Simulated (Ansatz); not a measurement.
Input file for Ansatz (a program for electronic structure):

Ansatz 0.2 input:
```yaml
crystal:
  lattice:
    - [7.9384863724, 0.0, 0.0]
    - [0.0, 4.3072803768, 0.0]
    - [0.0, 0.0, 9.4395877534]
  atoms:
    - { symbol: Sn, position: [0.770758303, 0.75, 0.565734467] }
    - { symbol: Sn, position: [0.229241697, 0.25, 0.434265533] }
    - { symbol: Sn, position: [0.729241697, 0.25, 0.065734467] }
    - { symbol: Sn, position: [0.270758303, 0.75, 0.934265533] }
    - { symbol: Cl, position: [0.5224049479, 0.25, 0.849968265] }
    - { symbol: Cl, position: [0.4775950521, 0.75, 0.150031735] }
    - { symbol: Cl, position: [0.9775950521, 0.75, 0.349968265] }
    - { symbol: Cl, position: [0.0224049479, 0.25, 0.650031735] }
    - { symbol: Cl, position: [0.1437255897, 0.25, 0.078857362] }
    - { symbol: Cl, position: [0.8562744103, 0.75, 0.921142638] }
    - { symbol: Cl, position: [0.3562744103, 0.75, 0.578857362] }
    - { symbol: Cl, position: [0.6437255897, 0.25, 0.421142638] }
kpoints:
  mp_grid: { grid: [3, 5, 3] }
  band_path:
    path:
      - [[0.0, 0.0, 0.0], [0.5, 0.0, 0.0], [0.5, 0.5, 0.0], [0.0, 0.5, 0.0], [0.0, 0.0, 0.0], [0.0, 0.0, 0.5], [0.5, 0.0, 0.5], [0.5, 0.5, 0.5], [0.0, 0.5, 0.5], [0.0, 0.0, 0.5]]  # Γ-X-S-Y-Γ-Z-U-R-T-Z
      - [[0.5, 0.0, 0.0], [0.5, 0.0, 0.5]]  # X-U
      - [[0.0, 0.5, 0.0], [0.0, 0.5, 0.5]]  # Y-T
      - [[0.5, 0.5, 0.0], [0.5, 0.5, 0.5]]  # S-R
      - [VBM, CBM]
    npoints: 6
hamiltonian:
  xc: r2scan
  dispersion: d4
  pseudopotentials: { kind: paw }
magnetization: { noncollinear: true, spin_orbit: true }
scf:
  n_extra_bands: 24
  convergence: { dr2_threshold: 0.0000000001 }
  occupations: { method: gaussian, width: 0.01 }
checkpoint: { write: soc.run }
output: { eigenvalues: true }
```

Output (shortened):

```
Pseudopotential: Sn, paw_fr, valence charge 14
Pseudopotential: Cl, paw_fr, valence charge 7
Functional definition: r2SCAN
non-collinear run that drives no moment, with spin-orbit …
Crystal: 12 atoms, lattice volume = 322.771 Å³
Basis set: ecut = 500 eV, 8209 PW (Γ), exchange–correlation on 240×128×288 points (64 copies of the dense FFT grid, shifted against one another)
Bands: 136, of which v1, the nominal top of the filled ones, is band 112 counted from 1 (111 counted from 0)
Symmetry: 8 space group operations + 8 with time reversal
k-points: 12 of 45
Projection manifold: j_resolved (fully-relativistic pseudo-atomic orbitals)
SCF iter   1: F=—  HF=-32794.971453 eV  |F-HF|=—  |Δ(HF+E_count)|=         —  Δρ=3.23e-2  dr2=4.21e0  dr2_τ=8.94e-3  dr2_m=0.00e0 (ungated)  ethr=3.10e-3  |M|=0.00e0 ∫|m|=0.00e0 μB  |m|>n=0.0e0 m-floor=0.0e0 τ_xc=0.0e0  β_m=0.30  ⟨swp⟩=6.0  Hψ=3596  notcnv=0  defer=2
preconditioner: auto → Resta (q_TF=auto, 2.287 Å⁻¹)
spin=Noncollinear: Resta preconditioning applied to the charge; magnetization (m_x, m_y, m_z) channels mix plain (no charge-response kernel on spin).
SCF iter   2: F=—  HF=-32794.235624 eV  |F-HF|=—  |Δ(HF+E_count)|=   7.36e-1  Δρ=2.12e-2  dr2=1.80e0  dr2_τ=4.87e-3  dr2_m=0.00e0 (ungated)  ethr=3.10e-3  |M|=0.00e0 ∫|m|=0.00e0 μB  |m|>n=0.0e0 m-floor=0.0e0 τ_xc=0.0e0  β_m=0.55  ⟨swp⟩=2.0  Hψ=983  notcnv=0  defer=218
SCF iter   3: F=—  HF=-32793.796338 eV  |F-HF|=—  |Δ(HF+E_count)|=   4.39e-1  Δρ=4.56e-3  dr2=6.81e-2  dr2_τ=5.45e-4  dr2_m=0.00e0 (ungated)  ethr=1.61e-3  |M|=0.00e0 ∫|m|=0.00e0 μB  |m|>n=0.0e0 m-floor=0.0e0 τ_xc=0.0e0  β_m=0.77  ⟨swp⟩=3.0  Hψ=1449  notcnv=0  defer=218
SCF iter   4: F=—  HF=-32793.810882 eV  |F-HF|=—  |Δ(HF+E_count)|=   1.45e-2  Δρ=8.77e-4  dr2=3.64e-3  dr2_τ=2.78e-5  dr2_m=0.00e0 (ungated)  ethr=6.08e-5  |M|=0.00e0 ∫|m|=0.00e0 μB  |m|>n=0.0e0 m-floor=0.0e0 τ_xc=0.0e0  β_m=0.87  ⟨swp⟩=3.2  Hψ=1361  notcnv=0  defer=214
SCF iter   5: F=—  HF=-32793.812142 eV  |F-HF|=—  |Δ(HF+E_count)|=   1.26e-3  Δρ=2.86e-4  dr2=2.24e-4  dr2_τ=6.38e-6  dr2_m=0.00e0 (ungated)  ethr=3.25e-6  |M|=0.00e0 ∫|m|=0.00e0 μB  |m|>n=0.0e0 m-floor=0.0e0 τ_xc=0.0e0  β_m=0.88  ⟨swp⟩=2.0  Hψ=1418  notcnv=0  defer=214
SCF iter   6: F=—  HF=-32793.812192 eV  |F-HF|=—  |Δ(HF+E_count)|=   4.94e-5  Δρ=7.34e-5  dr2=1.85e-5  dr2_τ=3.07e-7  dr2_m=0.00e0 (ungated)  ethr=2.00e-7  |M|=0.00e0 ∫|m|=0.00e0 μB  |m|>n=0.0e0 m-floor=0.0e0 τ_xc=0.0e0  β_m=0.94  ⟨swp⟩=2.0  Hψ=1381  notcnv=0  defer=214
SCF iter   7: F=—  HF=-32793.812209 eV  |F-HF|=—  |Δ(HF+E_count)|=   1.73e-5  Δρ=1.91e-5  dr2=1.51e-6  dr2_τ=1.90e-8  dr2_m=0.00e0 (ungated)  ethr=1.65e-8  |M|=0.00e0 ∫|m|=0.00e0 μB  |m|>n=0.0e0 m-floor=0.0e0 τ_xc=0.0e0  β_m=0.97  ⟨swp⟩=2.0  Hψ=1381  notcnv=0  defer=214
SCF iter   8: F=—  HF=-32793.812309 eV  |F-HF|=—  |Δ(HF+E_count)|=   1.00e-4  Δρ=6.41e-6  dr2=2.00e-7  dr2_τ=4.65e-9  dr2_m=0.00e0 (ungated)  ethr=1.35e-9  |M|=0.00e0 ∫|m|=0.00e0 μB  |m|>n=0.0e0 m-floor=0.0e0 τ_xc=0.0e0  β_m=0.92  ⟨swp⟩=2.0  Hψ=1389  notcnv=0  defer=214
SCF iter  11: F=-32793.812309 eV  HF=-32793.812309 eV  |F-HF|=7.28e-12  |Δ(HF+E_count)|=  2.26e-10  Δρ=8.12e-8  dr2=3.37e-11  dr2_τ=4.47e-13  dr2_m=0.00e0 (ungated)  ethr=1.00e-12  |M|=0.00e0 ∫|m|=0.00e0 μB  |m|>n=0.0e0 m-floor=0.0e0 τ_xc=0.0e0  ⟨swp⟩=10.8  Hψ=3733  notcnv=0
SCF 1 converged in 11 iterations: F = -32793.812309 eV  dr2 = 3.37e-11
NSCF: frozen V_eff on 64 k-points
NSCF: frozen V_eff on 64 k-points
NSCF: frozen V_eff on 64 k-points
NSCF: frozen V_eff on 64 k-points
NSCF: frozen V_eff on 30 k-points
NSCF: frozen V_eff on 12 k-points
NSCF: frozen V_eff on 20 k-points
NSCF: frozen V_eff on 18 k-points
NSCF: frozen V_eff on 20 k-points
NSCF: frozen V_eff on 18 k-points
NSCF: frozen V_eff on 28 k-points
NSCF: frozen V_eff on 20 k-points
NSCF: frozen V_eff on 5 k-points
NSCF: frozen V_eff on 83 k-points
SCF converged after 11 iterations
Magnetization: |M| = 0.0000 μB,  M = (+0.0000, +0.0000, +0.0000) μB
Absolute magnetization: 0.0000 μB (∫|m|)
  site 0: m = (+0.0000, +0.0000, +0.0000) μB, |m| = 0.0000 μB  (R = 1.08 Å)
  site 1: m = (+0.0000, +0.0000, +0.0000) μB, |m| = 0.0000 μB  (R = 1.08 Å)
  site 2: m = (+0.0000, +0.0000, +0.0000) μB, |m| = 0.0000 μB  (R = 1.08 Å)
  site 3: m = (+0.0000, +0.0000, +0.0000) μB, |m| = 0.0000 μB  (R = 1.08 Å)
  site 4: m = (+0.0000, +0.0000, +0.0000) μB, |m| = 0.0000 μB  (R = 1.08 Å)
  site 5: m = (+0.0000, +0.0000, +0.0000) μB, |m| = 0.0000 μB  (R = 1.08 Å)
  site 6: m = (+0.0000, +0.0000, +0.0000) μB, |m| = 0.0000 μB  (R = 1.08 Å)
  site 7: m = (+0.0000, +0.0000, +0.0000) μB, |m| = 0.0000 μB  (R = 1.08 Å)
  site 8: m = (+0.0000, +0.0000, +0.0000) μB, |m| = 0.0000 μB  (R = 1.13 Å)
  site 9: m = (+0.0000, +0.0000, +0.0000) μB, |m| = 0.0000 μB  (R = 1.13 Å)
  site 10: m = (+0.0000, +0.0000, +0.0000) μB, |m| = 0.0000 μB  (R = 1.13 Å)
  site 11: m = (+0.0000, +0.0000, +0.0000) μB, |m| = 0.0000 μB  (R = 1.13 Å)
Free energy (F): -32793.812309 eV
Harris-Foulkes:  -32793.812309 eV  (|F-HF|=7.28e-12)
Internal energy: -32793.812309 eV  (E = F + TS)
E sigma→0 (E₀):  -32793.812309 eV
Fermi energy:    5.681822 eV
--- Per-component energies (eV) ---
  E_band       = -776.352847
  E_kinetic    = 2021.012428
  E_local      = -6407.987823  (includes V_loc(G=0)·N_el)
  E_nonlocal   = 92.631579
  E_hartree    = 3156.275940
  E_xc         = -2336.904532
  E_vxc        = -1496.925079  (∫ρ·V_xc dr)
  E_paw        = -21901.836948  (= ΣΔE_a)
  E_vpaw       = -1379.569721  (= ΣTr[D̂ρ^β])
  E_aug_tail   = 0.000294  (compensation charges beyond the density's cutoff)
  E_vtau       = 81.933533  (kinetic-family band-sum trace: ∫τ·v_τ [+ j·A + Jᵃ·Aᵃ] dr)
  E_ewald      = -7417.695367
  E_disp       = -1.202413  (pairwise vdW)
  E_core_change = 1.894535  (= ΣΔE_core)
  E_smearing   =  0.000000  (= −TS)
  E_closure    =  0.000000  (closes the sum)
  Σ components = -32793.812309   (vs F -32793.812309, Δ=0.00e0)
  [band-id]    e_kinetic+e_local+e_nonlocal+2·e_hartree+e_vxc+e_vpaw+e_augmentation_tail+e_vtau = -776.352909   (vs E_band -776.352847, Δ=-6.23e-5)
--- Band table (eV; the first three rows and the last of 12) ---
  k-point 0: bands = ["-17.6724", "-17.6724", "-17.6722", "-17.6722", "-17.6713", "-17.6713", "-17.6709", "-17.6709", "-17.6407", "-17.6407", "-17.6405", "-17.6405", "-17.6383", "-17.6383", "-17.6381", "-17.6381", "-16.6401", "-16.6401", "-16.6399", …
  k-point 1: bands = ["-17.6723", "-17.6723", "-17.6722", "-17.6722", "-17.6712", "-17.6712", "-17.6710", "-17.6710", "-17.6406", "-17.6406", "-17.6406", "-17.6406", "-17.6382", "-17.6382", "-17.6381", "-17.6381", "-16.6400", "-16.6400", "-16.6399", …
  k-point 2: bands = ["-17.6746", "-17.6746", "-17.6741", "-17.6741", "-17.6708", "-17.6708", "-17.6706", "-17.6706", "-17.6404", "-17.6404", "-17.6402", "-17.6402", "-17.6373", "-17.6373", "-17.6372", "-17.6372", "-16.6445", "-16.6445", "-16.6442", …
  k-point 11: bands = ["-17.6753", "-17.6753", "-17.6749", "-17.6749", "-17.6731", "-17.6731", "-17.6728", "-17.6728", "-17.6385", "-17.6385", "-17.6384", "-17.6384", "-17.6369", "-17.6369", "-17.6368", "-17.6368", "-16.6467", "-16.6467", "-16.6464", …
```

Cost: about 90 core-minutes (a rough figure) on shared cores.

Space group Pnma. The first step of the workflow began from a Materials Project structure, measured or hypothetical; the Crystallography Open Database files this formula in space group No. 62, but the cells were not matched. Its standing as an ambient phase is unchecked. Symmetry was held in the r²SCAN+D4 relaxation; whether a distortion lowers the energy is not shown.

Potentials: the later of the program's two PAW sets.

Ansatz is a plane-wave DFT program.
